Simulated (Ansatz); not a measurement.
Ru (hcp, Mg type)

```
CELL_PARAMETERS angstrom
      2.72216     0.00000     0.00000
     -1.36108     2.35746     0.00000
      0.00000     0.00000     4.29083
ATOMIC_POSITIONS crystal
  Ru 0.33333 0.66667 0.75000
  Ru 0.66667 0.33333 0.25000
```

Two coordinates are scanned: the volume, and the ratio of the stretch along z (the conventional c axis) to the stretch across it. Atoms keep their fractional coordinates.

Computed with PBE (plane waves to 420 eV, PAW, scalar-relativistic; Ansatz, a first-principles code). k mesh 20×20×11 (Γ-centred), Fermi-Dirac smearing 0.05 eV. Compression counts positive. With partly filled bands, the response to shear is sensitive to the k mesh, so small differences along c/a are uncertain. Ru is run without spin polarisation. Ru was relaxed with its symmetry unable to fall.

At one point of the scan the stress tensor (GPa) is:

```
    8.2      0.0      0.0
    0.0      8.2      0.0
    0.0      0.0    -24.8
```

### Question
Which point is it?
A) V/V₀ = 1.000, (c/a)/(c/a)₀ = 1.120
B) V/V₀ = 1.027, (c/a)/(c/a)₀ = 1.120
C) V/V₀ = 1.027, (c/a)/(c/a)₀ = 1.040
D) V/V₀ = 1.013, (c/a)/(c/a)₀ = 1.080

### Answer
D, V/V₀ = 1.013, (c/a)/(c/a)₀ = 1.080

(Under strain, the slope of the energy per volume gives the stress and its curvature an elastic modulus.)
